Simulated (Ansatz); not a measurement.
Y (hcp (Mg type), space group No. 194) at seven volumes, plane-wave PAW PBE (Ansatz code), shape and atoms relaxed at each. One row is withheld.

| V (Å³/atom) | P (GPa) |
|---|---|
| 29.945 | 4.37 |
| 30.932 | 2.76 |
| 31.919 | 1.31 |
| 32.906 | 0.00 |
| 33.894 | -1.16 |
| 34.881 | -2.19 |
| 35.868 | ? |

Fit the shown pressures and predict the withheld one.

P = (3/2)B₀(x^(7/2) − x^(5/2))[1 + (3/4)(B′ − 4)(x − 1)] with x = (V₀/V)^(2/3). Least squares on the six rows gives V₀ = 32.912 Å³/atom, B₀ = 40.9 GPa, B′ = 2.70. At V = 35.868, x = 0.9443 and P = -3.12 GPa. The run itself gave -3.09 GPa.

Space group P6_3/mmc (hcp (Mg type)). Symmetry was held in the PBE relaxation. The workflow began spin-polarised and lost its moments.

Potentials: the earlier of the program's two PAW sets.
